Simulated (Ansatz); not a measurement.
TiAl₃:
```
CELL_PARAMETERS angstrom
      2.78527     0.00000     0.00000
      0.00000     4.67073     0.00000
      0.00000     0.00000     4.90524
ATOMIC_POSITIONS crystal
  Ti 0.00000 0.50000 0.16367
  Al 0.50000 0.50000 0.66394
  Al 0.50000 0.00000 0.33367
  Al 0.00000 0.00000 0.83872
```

Relaxed with r²SCAN. Special points in fractions of this cell's reciprocal vectors: Γ (0.000, 0.000, 0.000); X (0.500, 0.000, 0.000); S (0.500, 0.500, 0.000); Y (0.000, 0.500, 0.000); Z (0.000, 0.000, 0.500); U (0.500, 0.000, 0.500); R (0.500, 0.500, 0.500); T (0.000, 0.500, 0.500).

Task: List the band energies nearest the Fermi level at these points for DFT-r²SCAN in the program Ansatz with PAW potentials.

Result: In eV from the Fermi level; about four levels below and three above (degenerate sets whole), none deeper than 8.9 eV; points with the same levels are listed once.

```csv
k,below,above
Γ,-3.93 -2.86 -0.89 -0.48,2.76 2.80 2.82 2.82
X,-5.95 -5.95 -2.28 -2.09 -1.84,0.48 0.72 0.75
S,-3.38 -1.77 -0.51 -0.21,0.92 1.18 1.44
Y,-3.41 -2.28 -1.74 -0.19,2.67 2.77 2.92
Z,-2.42 -2.27 -1.34 -0.38,2.45 2.66 2.83
U,-3.62 -1.38 -0.14 -0.06,0.66 1.28 2.16
R,-3.06 -2.82 -0.86 -0.19,1.19 2.33 2.64
T,-7.59 -5.24 -0.25 -0.04,0.81 2.69 2.70
```

Space group Pmm2. The workflow started from a Materials Project entry (that database holds measured and hypothetical structures alike); the Crystallography Open Database copy checked does not list it. With Ti and Al taken as one species the cell has the higher symmetry P6_3/mmc, so it may be an ordered model of a mixed-site phase. Whether it is the stable phase at ambient conditions was not checked. The cell was relaxed with r²SCAN under the symmetry of its start; its stability against distortions is not shown here. The run is not spin-polarised.

Potentials: the later of the program's two PAW sets.
